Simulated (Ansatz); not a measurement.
Values for one crystal, relaxed and computed with the program Ansatz at the r²SCAN level (PAW); other levels are named.

```yaml
volume_per_atom: 7.29 Å³
electronic_character: metallic (no gap)
zone_centre_stability: no imaginary mode at Γ
mechanical_stability: stable (all eigenvalues of C positive)
Pressure derivative B′: 4.2
Formation energy from the elements (no fitted shifts): -0.27 eV/atom
hill_bulk_and_shear_moduli: 280 and 280 GPa
```

Pick the material that matches.
A. Cr3Se4, C2/m (Cr on 2d, Cr on 4i, Se on 4i, Se on 4i)
B. CrB4, Pnnm (Cr on 2a, B on 4g, B on 4g)
C. Nb2B3, Cmcm (Pearson symbol oS20)
D. BAs, CsCl type

B, CrB4, Pnnm (Cr on 2a, B on 4g, B on 4g)

The workflow started from a Materials Project entry (that database holds measured and hypothetical structures alike); the Crystallography Open Database copy checked does not list it. COD files the formula under space group No. 71. Its standing as an ambient phase is unchecked. The r²SCAN relaxation kept the symmetry of its start. No spin polarisation was allowed. As this level gives no gap, shear constants depend on the k-mesh and smearing (Fermi–Dirac, 0.1 eV here). The references are the lowest solids computed at this level, not always the standard phases.

Potentials: the later of the program's two PAW sets.
